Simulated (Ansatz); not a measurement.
Ansatz input file:

```yaml
crystal:
  lattice:
    - [-2.2113237857, 2.8508339716, 4.3537002163]
    - [2.2113237857, -2.8508339716, 4.3537002163]
    - [2.2113237857, 2.8508339716, -4.3537002163]
  atoms:
    - { symbol: Sr, position: [0.7002835852, 0.2002835852, 0.5] }
    - { symbol: Sr, position: [0.2997164148, 0.7997164148, 0.5] }
    - { symbol: Cd, position: [0.0, 0.0, 0.0] }
    - { symbol: Pt, position: [0.7313401653, 0.5, 0.2313401653] }
    - { symbol: Pt, position: [0.2686598347, 0.5, 0.7686598347] }
basis:
  ecutwfc: 420
kpoints:
  mp_grid: { grid: [10, 10, 10] }
hamiltonian:
  xc: pbesol
scf:
  occupations: { method: gaussian, width: 0.1 }
output:
  forces: true
  stress: true
  eigenvalues: true
relax:
  adjacent_minimum: "off"
  f_tol: 0.01
  max_steps: 30
  cell: { stress_tol: 0.1, fix: [volume] }
```

Command:
```bash
ansatz run input.yaml --threads 1 --pin off --max-ram 2560MiB --backend cpu --events-out ev --progress --plain --runs-dir out
```

The calculation used DFT PBEsol, scalar-relativistic, plane waves, PAW (Ansatz).

Abridged output (final results; tables in files aren't shown):

```
SCF 5 converged in 5 iterations: F = -39939.401158 eV  dr2 = 7.03e-11
SCF converged after 5 iterations
Free energy (F): -39939.401158 eV
Harris-Foulkes:  -39939.401158 eV  (|F-HF|=2.91e-11)
Internal energy: -39939.390528 eV  (E = F + TS)
E sigma→0 (E₀):  -39939.395843 eV
Entropy (-TS):   -0.010630 eV (-2.126 meV/atom)
Fermi energy:    14.627102 eV
--- Per-component energies (eV) ---
  E_band       = -1012.366908
  E_kinetic    = 2286.783584
  E_local      = -9254.356249  (includes V_loc(G=0)·N_el)
  E_nonlocal   = 849.574283
  E_hartree    = 3734.633624
  E_xc         = -1045.844104
  E_vxc        = -1157.356605  (∫ρ·V_xc dr)
  E_paw        = -27935.563210  (= ΣΔE_a)
  E_vpaw       = -1206.279380  (= ΣTr[D̂ρ^β])
  E_aug_tail   = 0.000392  (compensation charges beyond the density's cutoff)
  E_ewald      = -8575.803466
  E_core_change = 1.184617  (= ΣΔE_core)
  E_smearing   = -0.010630  (= −TS)
--- Forces (eV/Å), atoms counted from 1 ---
  atom   1  Sr     0.00000000     0.00000000     0.00213066
  atom   2  Sr     0.00000000     0.00000000    -0.00213066
  atom   3  Cd     0.00000000     0.00000000     0.00000000
  atom   4  Pt     0.00000000     0.00385386     0.00000000
  atom   5  Pt     0.00000000    -0.00385386     0.00000000
--- Stress (GPa, compression-positive) ---
        8.246355       0.000000       0.000000
        0.000000       8.256433       0.000000
        0.000000       0.000000       8.241102
  P = ⅓ Tr σ = 8.2480 GPa (82.480 kbar)
--- Band table (eV; the first three rows and the last of 171) ---
  k-point 0: bands = ["-88.1091", "-83.5250", "-83.5131", "-49.2578", "-49.1804", "-49.1335", "-37.8804", "-37.7430", "-37.7210", "-37.7031", "-37.6800", "-37.6366", "-20.2460", "-20.1456", "-2.6581", "-2.5728", "-2.4475", "-2.2350", "-2.2319", "-2.2054", "5.4945", "5.6356", "5.7793", "5.8040", "5.8320", "7.2737", "10.1485", "10.3087", "10.4639", "10.5567", "11.2504", "11.8280", "11.9130", "11.9343", "12.9259", "13.2489", "14.7438", "14.7604", "15.0585", "15.9009", "15.9970", "16.2926", "16.5481", "17.4334", "19.5322", "20.3947"]
  k-point 1: bands = ["-88.1091", "-83.5249", "-83.5133", "-49.2578", "-49.1805", "-49.1334", "-37.8770", "-37.7430", "-37.7211", "-37.7028", "-37.6803", "-37.6401", "-20.2424", "-20.1483", "-2.6398", "-2.5796", "-2.4416", "-2.2792", "-2.2331", "-2.2017", "5.5231", "5.6196", "5.7848", "5.7991", "5.8249", "7.4213", "10.0907", "10.3943", "10.5425", "10.6235", "11.3135", "11.7659", "11.9131", "11.9171", "12.8514", "12.9929", "14.0607", "14.9410", "15.0760", "16.0561", "16.0936", "16.5844", "16.7547", "17.2338", "19.6977", "20.1939"]
  k-point 2: bands = ["-88.1091", "-83.5246", "-83.5135", "-49.2578", "-49.1805", "-49.1334", "-37.8676", "-37.7427", "-37.7217", "-37.7020", "-37.6811", "-37.6496", "-20.2329", "-20.1553", "-2.6132", "-2.5995", "-2.4035", "-2.3935", "-2.2322", "-2.1921", "5.5758", "5.5894", "5.7874", "5.7995", "5.8073", "7.8577", "10.0100", "10.6210", "10.6794", "10.8306", "11.4383", "11.6104", "11.8713", "11.8976", "12.4360", "12.6628", "13.5109", "14.5313", "15.1502", "15.8881", "16.2309", "16.7854", "17.0281", "17.6132", "19.9804", "19.9884"]
  k-point 170: bands = ["-88.1091", "-83.5250", "-83.5131", "-49.2578", "-49.1804", "-49.1335", "-37.8804", "-37.7431", "-37.7209", "-37.7034", "-37.6798", "-37.6366", "-20.2062", "-20.1795", "-2.7484", "-2.7005", "-2.4750", "-2.1778", "-2.1776", "-2.1761", "5.5233", "5.6439", "5.7143", "5.7694", "5.7979", "8.5308", "10.0629", "10.1823", "10.6746", "10.8765", "11.3851", "11.4548", "11.5664", "11.8625", "11.9305", "12.8424", "12.9991", "13.2313", "16.2583", "16.3843", "17.5144", "17.7224", "18.5376", "19.2573", "19.5044", "19.6865"]
--- Relaxed structure (4 steps of the walk, 4 accepted, 1 SCFs on fresh bases) ---
  F+E_penalty+E_count = -39939.40115831 eV   max|allowed force component| = 3.854e-3 eV/Å   (the final SCF, on the basis selected at the relaxed cell)
  cell:  # Å, volume = 109.7849 Å³
    - [-2.22098178, 2.85539666, 4.32784142]
    - [2.22098178, -2.85539666, 4.32784142]
    - [2.22098178, 2.85539666, -4.32784142]
  atoms:
    - { symbol: Sr, position: [0.70002998, 0.20002998, 0.5] }
    - { symbol: Sr, position: [0.29997001, 0.79997001, 0.50000000] }
    - { symbol: Cd, position: [0.0, 0.0, 0.0] }
    - { symbol: Pt, position: [0.73202990, 0.5, 0.23202990] }
    - { symbol: Pt, position: [0.26797009, 0.5, 0.76797009] }
```

The relaxation met its thresholds.

The run took 4 min on 1 thread of Arm Neoverse V1, on a shared host, peak memory 0.8 GiB.

Spin–orbit coupling is left out, which can shift energies with elements as heavy as these.